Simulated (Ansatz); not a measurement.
Consider the following.

Na (bcc, W type)

```
Na
1.0
   -2.09826     2.09826     2.09826
    2.09826    -2.09826     2.09826
    2.09826     2.09826    -2.09826
Na
1
Direct
  0.00000   0.00000   0.00000
```

This relaxed cell (volume V₀) is scaled evenly in all directions, its shape held. Symmetry pins the atoms to their sites.

All values below come from PBE (plane waves to 420 eV, PAW, scalar-relativistic; Ansatz, a program for electronic structure). k mesh 16×16×16 (Γ-centred), Fermi-Dirac smearing 0.05 eV. Energies are smeared free energies. Compression counts positive. Na was relaxed with its symmetry unable to fall. ΔE is measured from the relaxed starting cell.

The scan covers V/V₀ from 0.900 to 1.100 in 9 points.

Problem. What is the fitted pressure derivative B₀′?

Solution. 3.7.

Problem. What bulk modulus B₀ follows from a third-order Birch-Murnaghan fit?

Solution. 7.8 GPa.

(A scan under strain: stresses follow from slopes of the energy per volume, elastic moduli from its curvatures.)
